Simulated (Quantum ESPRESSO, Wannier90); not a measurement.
**Wannier functions of BaO (NiAs type)**

```
BaO
1.0
    3.81863     0.00000     0.00000
   -1.90932     3.30703     0.00000
    0.00000     0.00000     6.65420
Ba O
2 2
Direct
  0.33333   0.66667   0.25000
  0.66667   0.33333   0.75000
  0.00000   0.00000   0.50000
  0.00000   0.00000   0.00000
```

Cell from Materials Project (mp-1008500), symmetrised, no further relaxation. Not found in the COD (Crystallography Open Database) copy used, which has the formula in other groups; not checked further. Method: PBEsol plane waves in Quantum ESPRESSO 7.5 (PseudoDojo norm-conserving files, 68 Ry, no spin polarisation, no spin-orbit coupling), Bloch states on a 6×6×4 mesh through Γ, Wannier90 4.0.1. Density: 12×12×6 mesh, cold smearing 0.01 Ry. Spin-orbit coupling is left out although heavy elements are present.

Functional, cutoff and mesh named above are those of the base row (68); the first column says what each row takes instead. Model: 8 functions from bands 3-4,11-16, start SCDM (isolated) (the valence bands). Energies are relative to the valence-band maximum; the misfit is to pw.x on a path, for all bands of the set. Only the plane-wave cutoff changes (density cutoff four times as high). Ω_total can sit in another minimum from row to row; Ω_I of an isolated set cannot.

```csv
ecutwfc (Ry),Ω_I (Å²),Ω_total (Å²),rms misfit (meV),gap (eV),ΔE to highest cutoff (meV/atom),"plane waves a k-point, about (cost)",rough cost of nscf and overlaps (first row = 1)
34,11.45,12.17,11,2.374,2355.7,1900,1.0
42,…,12.27,5.1,…,…,2600,–
51,11.72,12.40,1.8,2.447,255.7,3500,–
68,11.78,12.46,0.9,2.438,0.0,5400,–
```

Q: Some entries are withheld; supply them.

A: 
- 42, Ω_I (Å²): 11.57
- 42, gap (eV): 2.495
- 42, ΔE to highest cutoff (meV/atom): 907.8
